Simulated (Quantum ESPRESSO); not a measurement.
## Band energies of SnSe2

```
SnSe2
1.0
    3.84190     0.00000     0.00000
   -1.92095     3.32718     0.00000
    0.00000     0.00000     6.48588
Se Sn
2 1
Direct
  0.66667   0.33333   0.75710
  0.33333   0.66667   0.24290
  0.00000   0.00000   0.00000
```

PBE (pw.x of Quantum ESPRESSO, ONCV potentials, no spin-orbit coupling); path ΓMKΓALHA,LM,KH; energies in eV from the valence-band maximum.

| k (1/Å) | point | band 19 | band 20 | band 21 | band 22 | band 23 | band 24 | band 25 | band 26 |
|---|---|---|---|---|---|---|---|---|---|
| 0.00 | Γ | -0.51 | -0.51 | -0.24 | -0.19 | -0.19 | 1.06 | 3.09 | 4.65 |
| 0.24 |  | -1.84 | -1.01 | -0.96 | -0.18 | -0.02 | 2.00 | 3.72 | 4.46 |
| 0.59 |  | -3.69 | -2.49 | -1.96 | -0.44 | -0.13 | 1.57 | 3.99 | 5.49 |
| 0.83 |  | -4.18 | -2.65 | -2.30 | -0.89 | -0.24 | 1.13 | 3.87 | 5.50 |
| 0.94 | M | -4.25 | -2.62 | -2.34 | -0.99 | -0.25 | 1.08 | 3.84 | 5.49 |
| 1.16 |  | -4.10 | -2.85 | -2.62 | -0.99 | -0.88 | 1.45 | 4.80 | 5.30 |
| 1.49 | K | -3.50 | -3.50 | -3.16 | -1.26 | -1.26 | 1.46 | 6.19 | 6.19 |
| 1.71 |  | -3.77 | -3.37 | -2.54 | -1.58 | -0.77 | 1.63 | 5.74 | 6.05 |
| 2.03 |  | -3.12 | -3.09 | -1.31 | -1.08 | -0.16 | 2.15 | 4.95 | 4.95 |
| 2.25 |  | -2.27 | -1.96 | -0.68 | -0.46 | -0.09 | 2.27 | 4.23 | 4.27 |
| 2.58 | Γ | -0.51 | -0.51 | -0.24 | -0.19 | -0.19 | 1.06 | 3.09 | 4.65 |
| 2.94 |  | -1.62 | -0.56 | -0.56 | -0.11 | -0.11 | 2.14 | 3.04 | 4.51 |
| 3.06 | A | -1.81 | -0.57 | -0.57 | -0.10 | -0.10 | 2.28 | 3.01 | 4.48 |
| 3.17 |  | -1.79 | -0.80 | -0.67 | -0.28 | -0.08 | 2.35 | 3.25 | 4.53 |
| 3.48 |  | -2.80 | -1.56 | -1.46 | -1.31 | -0.19 | 1.91 | 4.41 | 5.45 |
| 3.69 |  | -3.86 | -1.93 | -1.92 | -1.00 | -0.37 | 1.23 | 4.42 | 5.38 |
| 4.01 | L | -4.54 | -2.23 | -1.98 | -0.69 | -0.50 | 0.74 | 4.24 | 4.83 |
| 4.34 |  | -4.22 | -3.43 | -2.75 | -0.61 | -0.41 | 1.85 | 4.70 | 4.95 |
| 4.55 | H | -3.83 | -3.83 | -3.40 | -0.45 | -0.45 | 2.23 | 4.69 | 4.69 |
| 4.83 |  | -3.99 | -3.41 | -2.61 | -0.77 | -0.43 | 2.13 | 4.47 | 5.32 |
| 5.01 |  | -3.58 | -2.87 | -1.95 | -0.85 | -0.65 | 2.14 | 4.58 | 5.69 |
| 5.28 |  | -2.23 | -1.94 | -1.49 | -0.70 | -0.42 | 2.31 | 4.23 | 5.29 |
| 5.55 |  | -1.79 | -0.74 | -0.66 | -0.23 | -0.09 | 2.33 | 3.19 | 4.51 |
| 5.64 | A | -1.81 | -0.57 | -0.57 | -0.10 | -0.10 | 2.28 | 3.01 | 4.48 |
| 5.64 | L | -4.54 | -2.23 | -1.98 | -0.69 | -0.50 | 0.74 | 4.24 | 4.83 |
| 5.93 |  | -4.36 | -2.44 | -2.30 | -0.79 | -0.34 | 0.87 | 3.99 | 5.63 |
| 6.13 | M | -4.25 | -2.62 | -2.34 | -0.99 | -0.25 | 1.08 | 3.84 | 5.49 |
| 6.13 | K | -3.50 | -3.50 | -3.16 | -1.26 | -1.26 | 1.46 | 6.19 | 6.19 |
| 6.32 |  | -3.63 | -3.63 | -3.25 | -0.98 | -0.98 | 1.71 | 5.60 | 5.60 |
| 6.61 | H | -3.83 | -3.83 | -3.40 | -0.45 | -0.45 | 2.23 | 4.69 | 4.69 |

The PBE gap is 0.72 eV; at least one edge lies off the plotted path, at a point of the SCF mesh. The smallest direct gap is 1.16 eV. Another conduction extremum on the path lies within 0.02 eV, too close to call.

Spin-orbit splittings are left out.

Geometry of the Materials Project entry, not relaxed at this level.

The distance between layers or molecules is the database entry's, not relaxed here. Functionals without dispersion can leave it too large, which widens gaps and weakens the response across layers: the numbers belong to this cell.
